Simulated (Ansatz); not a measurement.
SnPbO₂ on the sites of the litharge structure (relaxed group P4mm), relaxed with r2SCAN+rVV10. The symmetry is P4mm (No. 99, tetragonal); conventional cell a = 3.868 Å, c = 4.898 Å, 18.32 Å³ an atom. Sn is surrounded by 4 O at 2.19 Å; Pb is surrounded by 4 O at 2.34 Å; O is surrounded by 2 Sn at 2.19 Å and 2 Pb at 2.34 Å.

```cif
data_structure
_symmetry_space_group_name_H-M 'P4mm'
_symmetry_Int_Tables_number 99
_cell_length_a 3.8683
_cell_length_b 3.8683
_cell_length_c 4.8975
_cell_angle_alpha 90.000
_cell_angle_beta 90.000
_cell_angle_gamma 90.000
_cell_volume 73.28
loop_
_atom_site_label
_atom_site_type_symbol
_atom_site_symmetry_multiplicity
_atom_site_Wyckoff_symbol
_atom_site_fract_x
_atom_site_fract_y
_atom_site_fract_z
_atom_site_occupancy
Sn1 Sn 1 a 0.00000 0.00000 0.22479 1
Pb1 Pb 1 b 0.50000 0.50000 0.74569 1
O1 O 2 c 0.50000 0.00000 0.01476 1
```

4 runs of the PAW code Ansatz on this cell differ in the functional (and in the settings that go with it). Levels are in eV from each run's valence top; v1 is the last filled band, c1 the first empty one.

Run A, mean stress +4.9 GPa (compression positive):

| point | v4 | v3 | v2 | v1 | c1 | c2 |
| --- | --- | --- | --- | --- | --- | --- |
| Γ | -2.65 | -2.42 | -2.42 | -0.01 | 2.36 | 5.06 |
| X | -4.10 | -3.64 | -2.54 | -2.02 | 3.23 | 3.44 |
| M | -2.51 | -2.01 | -1.61 | -1.23 | 0.56 | 0.56 |

Run B, mean stress +0.7 GPa (compression positive):

| point | v4 | v3 | v2 | v1 | c1 | c2 |
| --- | --- | --- | --- | --- | --- | --- |
| Γ | -3.40 | -3.16 | -3.16 | 0.00 | 3.12 | 5.85 |
| X | -4.91 | -4.50 | -3.05 | -2.36 | 3.94 | 4.20 |
| M | -2.90 | -2.67 | -2.31 | -1.42 | 1.03 | 1.03 |

Run C, mean stress +0.6 GPa (compression positive):

| point | v4 | v3 | v2 | v1 | c1 | c2 |
| --- | --- | --- | --- | --- | --- | --- |
| Γ | -3.46 | -3.22 | -3.22 | 0.00 | 3.78 | 6.54 |
| X | -5.00 | -4.58 | -3.11 | -2.43 | 4.62 | 4.88 |
| M | -2.93 | -2.73 | -2.38 | -1.45 | 1.67 | 1.67 |

Run D, mean stress +1.2 GPa (compression positive):

| point | v4 | v3 | v2 | v1 | c1 | c2 |
| --- | --- | --- | --- | --- | --- | --- |
| Γ | -2.90 | -2.66 | -2.66 | 0.00 | 2.75 | 5.36 |
| X | -4.34 | -3.90 | -2.72 | -2.15 | 3.53 | 3.79 |
| M | -2.71 | -2.25 | -1.84 | -1.35 | 0.78 | 0.78 |

**Question.** Match the runs to PBE, r2SCAN, HSE06, PBE0.

**Answer.** A is PBE, B is HSE06, C is PBE0, D is r2SCAN. In order of the gap: PBE 0.56, r2SCAN 0.78, HSE06 1.03, PBE0 1.67 eV.

(Calculated; spin-unpolarised; the phase may be known or hypothetical.)

Spin-orbit coupling is left out; in compounds of Pb, Bi, Tl or Hg it can lower a gap by up to about 1 eV, split its edges or invert the bands.

The stress of a hybrid is loosely converged in these runs.

The meshes of the hybrids are coarse, so their gaps aren't converged to the digits shown.
